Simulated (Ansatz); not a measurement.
BN:
```
CELL_PARAMETERS angstrom
      2.31180     0.00000     0.00000
      0.00000     2.31180     0.00000
      0.00000     0.00000     2.31180
ATOMIC_POSITIONS crystal
  B  0.00000 0.00000 0.00000
  N  0.50000 0.50000 0.50000
```

Relaxed with r²SCAN. Special points in fractions of this cell's reciprocal vectors: Γ (0.000, 0.000, 0.000); X (0.000, 0.500, 0.000); M (0.500, 0.500, 0.000); R (0.500, 0.500, 0.500).

Question: List the band energies nearest the Fermi level at these points for the program Ansatz at the r²SCAN level (PAW).

Answer: In eV from the Fermi level; about four levels below and three above (degenerate sets whole), none deeper than 8.9 eV; … stands for higher levels left out; points with the same levels are listed once.

```
k              below           above
-  -----------------  --------------
Γ  -2.23 -2.23 -2.23          1.67 …
X                  –  0.53 0.53 4.70
M              -3.76          1.69 …
R  -5.17 -5.17 -5.17               …
```

Space group Pm-3m (CsCl type). The cell is a constructed one: a structure type filled with these elements; neither database checked (COD, Materials Project) lists it. It is not the phase usual at ambient conditions (space group No. 186, 194, 216). The r²SCAN relaxation kept the symmetry of its start. At this level the phase is mechanically unstable.

Potentials: the later of the program's two PAW sets.
